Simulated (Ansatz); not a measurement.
## Ti: stationary points along a deformation path

Theory: DFT PBE, scalar-relativistic, plane waves, PAW (Ansatz 0.2.0). Cutoff 420 eV, Γ-centred 24×24×14 k-points, Gaussian smearing of 0.15 eV. No spin polarisation. Energies are free energies at this smearing, counted from the undisturbed cell; pressure is positive in compression.

The starting cell (as given, not relaxed at this level; it stands at -1.6 GPa):

```yaml
crystal:
  lattice:
    - [2.95000, 0.00000, 0.00000]
    - [-1.47500, 2.55477, 0.00000]
    - [0.00000, 0.00000, 4.68600]
  atoms:
    - { symbol: Ti, position: [0.33333, 0.66667, 0.25000] }
    - { symbol: Ti, position: [0.66667, 0.33333, 0.75000] }
```

At fixed volume and fractional coordinates, lengths along (0.000, 0.000, 1.000) are scaled against those across it; ρ is that ratio over its starting value. V = 17.658 Å³/atom. Δσ is the stress along the axis less the mean stress across it (compression positive).

```csv
ρ,ΔE (meV/atom),Δσ (GPa),space group
0.800,154.1,16.20,P6_3/mmc
0.850,87.9,13.35,P6_3/mmc
0.920,24.3,8.12,P6_3/mmc
0.960,5.3,3.94,P6_3/mmc
1.000,0.0,-0.44,P6_3/mmc
1.050,10.9,-5.58,P6_3/mmc
1.100,37.8,-10.12,P6_3/mmc
1.200,120.8,-14.79,P6_3/mmc
1.300,219.4,-19.54,P6_3/mmc
```

How does the stress give the slope of the energy, and where is the energy stationary?

Along the path d ln(length) is 2/3 d ln ρ on the axis and −1/3 d ln ρ across it, so dE/d ln ρ = −(2/3) V Δσ: the energy falls with ρ where Δσ is positive. Δσ vanishes or changes sign between ρ = 0.960 and 1.000, a minimum (near 1.00 by linear interpolation). Pairs of stationary points between two samples would go unseen, and could change a minimum read from distant neighbours into a maximum.

Integrate that slope from ρ = 1 to 1.200 by the trapezoid rule.

With V/N in Å³ and 1 eV/Å³ = 160.2 GPa the slopes at ρ = 1.000, 1.050, 1.100, 1.200 are 33, 410, 743, 1087 meV/atom per unit of ln ρ. The steps add 10.8 + 26.8 + 79.6 = 117.3 meV/atom, against 120.8 from the energies; the trapezoid rule misses the curvature of the slope within each step.

In a metal these slopes depend on the k mesh and the smearing.

Cost: 9 runs of about 4.3 core-minutes in all, on AMD EPYC (Zen 3) (shared hosts).